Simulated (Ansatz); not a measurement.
Relaxed polymorphs of As. Level of theory: PBEsol (plane waves to 420 eV, PAW, scalar-relativistic; Ansatz, a quantum-chemistry and plane-wave program). One row is withheld; estimate it from its structure type, its coordination and the trend of the others.

```json
[
 {"structure": "R-3m, hR2", "coordination": "–", "E − E(first row) (eV/atom)": "0.00", "V (Å³/atom)": "20.85"},
 {"structure": "Pm-3m, cP1", "coordination": "–", "E − E(first row) (eV/atom)": "0.08", "V (Å³/atom)": "19.45"},
 {"structure": "Fd-3m, cF8, diamond type", "coordination": "As 4 (tetrahedral)", "E − E(first row) (eV/atom)": "…", "V (Å³/atom)": "…"},
 {"structure": "I4₁32, cI8", "coordination": "–", "E − E(first row) (eV/atom)": "0.78", "V (Å³/atom)": "41.10"}
]
```

### Question
Fill in the missing entries.

### Answer

- Fd-3m, cF8, diamond type, E − E(first row) (eV/atom): 0.38
- Fd-3m, cF8, diamond type, V (Å³/atom): 27.10

The withheld cell: Fd-3m, origin choice 1 (No. 227), cF8, diamond type; a = b = c = 6.007 Å, α = β = γ = 90.00°; As 8a (0.000, 0.000, 0.000). Coordination numbers (neighbours up to the widest gap in distance over summed covalent radii, below 1.35; n+m marks a second, longer set).

 2 generated cells of layers, chains or molecules, poorly bound without dispersion, are left out. Each run could gain symmetry but not lose that of its start, so entries can be saddle points. From databases, or of a type measured for this composition: R-3m, hR2; the others are generated cells (placed on structure types, drawn at random, substituted or restacked) that were not matched to a known phase here. Static energies at zero pressure. No spin polarisation in the result.
